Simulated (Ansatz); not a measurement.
SiGe in space group P-6m2 (No. 187; Ge on 1a, Si on 1f), the program Ansatz at the r²SCAN level (PAW), all energies at zero smearing, with the estimated change up to a 700 eV cutoff added, with one set of potentials and settings (totals compare only within such a set). Cell of 2 atoms (1 Ge, 1 Si): -4940.860 eV.

| element | reference phase | E (eV/atom) |
|---|---|---|
| Ge | Fd-3m, 2 atoms in the cell | -4302.9121 |
| Si | Fd-3m, 2 atoms in the cell | -639.0665 |

Formation energy per atom, worked out: (-4940.860 − 1×(-4302.9121) − 1×(-639.0665))/2 = 0.560 eV/atom (54 kJ per mol of atoms), at 0 K, without zero-point energy or fitted corrections.

The cell is a constructed one: a structure type filled with these elements; neither database checked (COD, Materials Project) lists it. Its standing as an ambient phase is unchecked. Symmetry was held in the r²SCAN relaxation; its stability against distortions is not shown here. The references are the lowest solids computed at this level, not always the standard phases.

Potentials: the earlier of the program's two PAW sets.
